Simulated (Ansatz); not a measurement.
Below is a relaxed structure of CsSb2I. The cell was found from a structure generator's guess, not taken from experiment.

Level of theory: Ansatz 0.2.0, DFT PBE, scalar-relativistic, plane waves, PAW. Cutoff 420 eV, Γ-centred mesh, Gaussian smearing, no spin polarisation.

```yaml
crystal:
  lattice:
    - [6.00848, 0.00000, 0.00000]
    - [-3.00424, 5.20350, 0.00000]
    - [0.00000, 0.00000, 7.12813]
  atoms:
    - { symbol: Cs, position: [0.00000, 0.00000, 0.50000] }
    - { symbol: Sb, position: [0.33333, 0.66667, 0.50000] }
    - { symbol: Sb, position: [0.66667, 0.33333, 0.50000] }
    - { symbol: I, position: [0.00000, 0.00000, 0.00000] }
```

Formation energies are uncorrected and refer to the elements' standard structures at the same level.

(1) What space group does it have?

(2) How far does it lie from the elements in energy?

(3) Is it a metal?

## Answers

(1) P6/mmm (No. 191). Conventional cell: a = 6.008 Å, c = 7.128 Å. Cs is surrounded by 6 Sb at 3.47 Å and 2 I at 3.56 Å; Sb has 3 Cs at 3.47 Å and 3 Sb at 3.47 Å; I is surrounded by 2 Cs at 3.56 Å.

(2) +0.37 eV/atom. It can't be a ground state, since the elements alone are lower.

(3) Yes, bands cross the Fermi level on the 12×12×8 mesh.

The last run used a 12×12×8 mesh (in the run's order of axes) for its 4-atom cell and Gaussian smearing of 0.10 eV. These runs have no spin–orbit coupling, which can matter for I and Sb. The reference form of I is held partly by dispersion forces, which this level lacks. Symmetry constrained the relaxation, so the result can be a saddle point.
